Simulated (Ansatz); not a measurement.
TiSi:
```cif
data_Si2Ti2
_chemical_formula_sum 'Ti2 Si2'
_space_group_name_H-M_alt 'Cmmm'
_space_group_IT_number 65
_space_group_name_Hall '-C 2 2'
_cell_length_a 3.57645
_cell_length_b 4.09198
_cell_length_c 3.76225
_cell_angle_alpha 90.000
_cell_angle_beta 90.000
_cell_angle_gamma 90.000
loop_
_atom_site_label
_atom_site_type_symbol
_atom_site_symmetry_multiplicity
_atom_site_Wyckoff_symbol
_atom_site_fract_x
_atom_site_fract_y
_atom_site_fract_z
_atom_site_occupancy
Ti1 Ti 2 b 0.00000 0.50000 0.00000 1
Si1 Si 2 d 0.50000 0.50000 0.50000 1
```
(The calculation used a cell of 2 atoms; values per cell refer to that cell.)

Relaxed at zero pressure with LDA (plane waves, PAW; program Ansatz).

**Question.** The volume is lowered by 9 % and shape and atoms relax at that volume. What pressure results, and how do the axes share the change?

**Answer.** 16.9 GPa; a -2.3 %, b -5.2 %, c -1.8 %; the energy rises by 61 meV/atom.

**Question.** Give the new structure.

**Answer.** 
Space group Cmmm (No. 65); a = 3.494 Å, b = 3.881 Å, c = 3.695 Å, α = 90.00°, β = 90.00°, γ = 90.00°

```tsv
atom	site	symmetry	x	y	z
Ti	2b	mmm	0.0000	0.5000	0.0000
Si	2d	mmm	0.5000	0.5000	0.5000
```

The phase is kept; no other phase was compared at this pressure.

The first step of the workflow began from a Materials Project structure, measured or hypothetical; the Crystallography Open Database copy checked does not list it. COD files the formula under space group No. 25, so this cell is another polymorph or a model. Whether it is the stable phase at ambient conditions was not checked. The LDA relaxation kept the symmetry of its start; of distortions, only those at the zone centre were tested. No spin polarisation was allowed.

Potentials: the later of the program's two PAW sets.
